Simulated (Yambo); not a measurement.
Yambo run on LiF (rock salt, space group Fm-3m, No. 225). The wavefunctions come from this Quantum ESPRESSO step (LDA, PseudoDojo standard norm-conserving files, scalar-relativistic):

```
&CONTROL
  calculation = 'nscf'
  pseudo_dir = './pseudo'
  outdir = './out'
/
&SYSTEM
  ibrav = 0
  nat = 2
  ntyp = 2
  ecutwfc = 84.0
  ecutrho = 336.0
  occupations = 'fixed'
  force_symmorphic = .true.
  nbnd = 66
/
&ELECTRONS
  conv_thr = 2e-09
  diago_full_acc = .true.
  diago_thr_init = 1e-08
/
ATOMIC_SPECIES
Li 6.9400 Li.upf
F 18.9984 F.upf
CELL_PARAMETERS angstrom
  0.000000000000   1.952541738000   1.952541738000
  1.952541738000   0.000000000000   1.952541738000
  1.952541738000   1.952541738000   0.000000000000
ATOMIC_POSITIONS crystal
Li   0.000000000000   0.000000000000   0.000000000000
F   0.500000000000   0.500000000000   0.500000000000
K_POINTS automatic
8 8 8 0 0 0
```

Yambo input:

```
rim_cut
gw0
dyson
el_el_corr
HF_and_locXC
ppa
em1d
RandQpts= 1000000
RandGvec= 1 Ry
EXXRLvcs= 84 Ry
VXCRLvcs= 336 Ry
Chimod= "HARTREE"
% BndsRnXp
 1 | 65 |
%
NGsBlkXp= 14 Ry
% LongDrXp
 1.0 | 1.0 | 1.0 |
%
PPAPntXp= 27.2114 eV
% GbndRnge
 1 | 65 |
%
GTermKind= "BG"
DysSolver= "n"
ExtendOut
% QPkrange
 1 | 1 | 5 | 6 |
 20 | 20 | 5 | 6 |
%
```

k points by index: 1 = Γ, 20 = K.

Resulting energies as the program prints them:

```
#    K-point    Band    Eo [eV]    E [eV]    E-Eo [eV]    Vxc [eV]    Vnlxc [eV]    Sc|Eo [eV]    Sc|E [eV]    dSc/dw|Eo [eV]    Re(Z)    Im(Z)
#
    1    5    0.000000    -2.953736    -2.953736    -22.88936    -30.83214    4.376876    4.989048    -5.639466    0.828330    -0.859480E-3
    1    6    9.753874    11.78626    2.032383    -12.90866    -7.299375    -3.317663    -3.576901    -3.470818    0.886878    -0.564378E-3
    20    5    -0.861749    -3.901733    -3.039984    -21.79541    -29.85981    4.392562    5.024421    -5.655669    0.827922    -0.930034E-3
    20    6    14.75775    17.20571    2.447958    -11.81208    -5.485788    -3.563824    -3.878337    -3.495991    0.886151    -0.763738E-3
```
(The two width columns are left out.) Convergence of these settings isn't established.

Geometry relaxed with LDA.
